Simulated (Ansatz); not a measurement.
**Al (Fm-3m): energy against volume by PBE and RPA**

```yaml
crystal:
  lattice:
    - [0.00000, 2.02500, 2.02500]
    - [2.02500, 0.00000, 2.02500]
    - [2.02500, 2.02500, 0.00000]
  atoms:
    - { symbol: Al, position: [0.00000, 0.00000, 0.00000] }
```

RPA total energy on PBE orbitals, soft PAW set, first generation (Ansatz); 8×8×8 mesh, wave cutoff 420 eV, correlation extrapolated to infinite response cutoff from cutoffs up to 280 eV, 3 electrons, all correlated, long-wavelength term: mesh fit. Smearing 0.1 eV.

Energies and volumes of the whole cell, energies counted from the given cell:

```csv
V/V_given,V (Å³),PBE (meV),Hartree-Fock expression on these orbitals (meV),RPA (meV)
0.92,15.28,26,58,21
0.96,15.94,5,19,2
1.00,16.61,0,0,0
1.04,17.27,8,-3,11
1.08,17.94,27,8,32
```

(1) Fit third-order Birch-Murnaghan curves. Where are the minima?

Answers

(1) PBE: V0 = 16.51 Å³ an atom (lattice constants -0.2 % against the given cell), B0 = 81 GPa; Hartree-Fock expression on these orbitals: V0 = 17.06 Å³ an atom (lattice constants +0.9 % against the given cell), B0 = 87 GPa; RPA: V0 = 16.38 Å³ an atom (lattice constants -0.5 % against the given cell), B0 = 84 GPa.

Soft PAW datasets can recover too little correlation energy, by a few per cent up to a quarter and more. This ran on a trial build of the method. The mesh is coarse, so these are values at the stated settings, not converged ones.
